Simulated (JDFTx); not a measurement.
| Property | Result |
|---|---|
| surface | Ir(111) |
| bulk | Ir, Fm-3m, lattice of mp-101 (not re-optimised) |
| slab | 6 atoms in 6 planes, 1x1, 11.1 Å between the outermost planes |
| in-plane cell | 2.725 × 2.725 Å, 6.43 Å² |
| cell height | 27.1 Å |
| sampling | 10×10×1 k mesh, Fermi smearing 0.01 Ha, no spin polarisation |

All numbers are PBE, GBRV ultrasoft potentials, plane waves to 20/100 Ha results from a modified build of JDFTx, not measurements. Liquid on both sides: linear PCM (GLSSA13), water, 1 M KCl; nuclei fixed. 

Charging data:

```csv
U − U_pzc (V),σ (μC/cm²)
0.00,0.00
0.29,4.22
0.53,8.00
```

Worked example: a check of Lippmann's equation. The grand free energy per area against the neutral slab, Δγ = [F(N) − F(N₀) − μ(N − N₀)]/2A, is taken from the total energies of the same runs.

```
U − U_pzc (V)  Δγ (mJ/m²)
-------------  ----------
0.00                  0.0
0.29                 -6.0
0.53                -20.6
```

Δγ is largest at zero charge and falls away from it, as dγ/dU = −σ demands. At 0.53 V the computed -20.6 mJ/m² stands beside -21.2 mJ/m² from the constant-capacitance formula.
